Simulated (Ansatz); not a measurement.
SbPt:
```
SbPt
1.0
    4.14616     0.00000     0.00000
   -2.07308     3.59068     0.00000
    0.00000     0.00000     5.43103
Sb Pt
2 2
Direct
  0.66667   0.33333   0.75000
  0.33333   0.66667   0.25000
  0.00000   0.00000   0.50000
  0.00000   0.00000   0.00000
```

Relaxed with LDA. Special points in fractions of this cell's reciprocal vectors: Γ (0.000, 0.000, 0.000); M (0.500, 0.000, 0.000); K (0.333, 0.333, 0.000); A (0.000, 0.000, 0.500); L (0.500, 0.000, 0.500); H (0.333, 0.333, 0.500).

Problem. List the band energies nearest the Fermi level at these points for DFT-LDA in the program Ansatz with PAW potentials.

Solution. In eV from the Fermi level; about four levels below and three above (degenerate sets whole), none deeper than 8.9 eV; points with the same levels are listed once.

```csv
k,below,above
Γ,-2.11 -2.11 -0.13 -0.13,0.86 2.34 2.35
M,-2.72 -2.26 -2.09 -0.70,2.02 4.27 4.37 4.37
K,-2.18 -2.18 -0.55 -0.55,0.71 0.71 3.00
A,-3.67 -3.67 -3.67 -3.67 -1.25 -1.25,2.34 2.34 2.34 2.34
L,-3.24 -3.24 -3.10 -3.10,0.35 0.35 1.70 1.70
H,-2.19 -2.19 -1.77 -1.77,4.28 4.28 5.63 5.63
```

Space group P6_3/mmc (NiAs type). The first step of the workflow began from a Materials Project structure, measured or hypothetical; the Crystallography Open Database files this formula in space group No. 194, but the cells were not matched. Its standing as an ambient phase is unchecked. The cell was relaxed with LDA under the symmetry of its start; of distortions, only those at the zone centre were tested. The run is not spin-polarised. Scalar-relativistic: spin–orbit coupling is off unless named, which matters more the heavier the elements.

Potentials: the later of the program's two PAW sets.
